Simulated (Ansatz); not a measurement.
Sb (A7 type, space group R-3m)

```yaml
crystal:
  lattice:
    - [2.16397, 1.24937, 3.78144]
    - [-2.16397, 1.24937, 3.78144]
    - [0.00000, -2.49874, 3.78144]
  atoms:
    - { symbol: Sb, position: [0.23324, 0.23324, 0.23324] }
    - { symbol: Sb, position: [0.76676, 0.76676, 0.76676] }
```

The volume is varied about the relaxed value V₀ at fixed cell shape. The atoms relax within the cell's symmetry.

Computed with r2SCAN+rVV10 (plane waves to 500 eV, PAW, scalar-relativistic; Ansatz, a first-principles code). k mesh 13×13×13 (Γ-centred), Fermi-Dirac smearing 0.05 eV. E stands for the smeared free energy. Compression counts positive. With the shape held, the modulus is that of even scaling; a crystal free to change shape is softer. Sb was relaxed with its symmetry unable to fall. Spin-orbit coupling is left out, though Sb is heavy. The zero of ΔE is the relaxed starting cell. The last digit holds for this mesh only.

| V (Å³/atom) | ΔE (meV/atom) |
|---|---|
| 25.763 | 138.8 |
| 26.990 | 72.4 |
| 28.217 | 30.3 |
| 29.444 | 7.1 |
| 30.671 | 0.0 |
| 31.897 | withheld |
| 33.124 | 23.3 |
| 34.351 | 49.0 |
| 35.578 | 81.5 |

Problem. Fit a third-order Birch-Murnaghan form (E₀, V₀, B₀, B₀′ free) to the given rows and predict ΔE at V = 31.897.

Solution. Least squares on the 8 given rows: ΔE = E₀ + (9V₀B₀/16)·y²·[2 + (B₀′ − 4)y], y = (V₀/V)^(2/3) − 1, with V₀ = 30.668 Å³/atom, B₀ = 42.47 GPa (160.2 GPa = 1 eV/Å³; the term in eV is multiplied by 1000), B₀′ = 3.97, E₀ = 0.25 meV/atom; root-mean-square residual 0.16 meV/atom. At 31.897 the fit gives 6.4 meV/atom; the calculation gives 6.2 meV/atom, so the interpolation is off by 0.2 (+3.2 %). For the pressure the fit gives -1.5 GPa against the computed -1.6 GPa.

(Under strain, the slope of the energy per volume gives the stress and its curvature an elastic modulus.)
